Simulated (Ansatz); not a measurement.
## GaCu$_{3}$: pressure against volume

GaCu$_{3}$, Pm-3m, a = 3.648 Å. The structure is a Materials Project entry; whether it is the stable form wasn't checked. Ansatz: r2SCAN, PAW, 500 eV, Γ-centred 12×12×12 mesh on 4 atoms, Gaussian smearing 0.10 eV; no spin polarisation. Symmetry fixes shape and atoms, so the cell is only scaled; pressure is positive in compression.

```
V (Å³/atom) P (GPa)
     11.407        ?
     11.771     4.91
     12.135     0.00
     12.499    -4.09
     12.863    -7.51
```

Q: Take V0 = 12.135 Å³/atom, fit the third-order Birch–Murnaghan form to the other rows, and predict the missing pressure.

A: With the Eulerian strain f = ½[(V0/V)^(2/3) − 1] and y = P/[3f(1 + 2f)^(5/2)], the form is the line y = B0 + 1.5 B0 (B0′ − 4) f. Rows (f, y): 0.01026, 151.6; -0.00976, 146.7; -0.01905, 144.8. Means f = -0.006183, y = 147.70; Σ(Δf)² = 0.0004487, ΣΔfΔy = 0.1050; the slope is their ratio. y = 149.1 + 234.0 f GPa, so B0 = 149.1 GPa and B0′ = 4 + 2 × (234.0)/(3 × 149.1) = 5.05. At V = 11.407, f = 0.02105, y = 154.03 and P = 10.78 GPa. The run gave 10.78 GPa, the same to the digits shown. The form still works here, 33 % of the fitted range beyond its end.

Cost: 5 runs of about 2.9 core-minutes in all, on Intel Xeon Platinum 8488C (Sapphire Rapids) (shared hosts).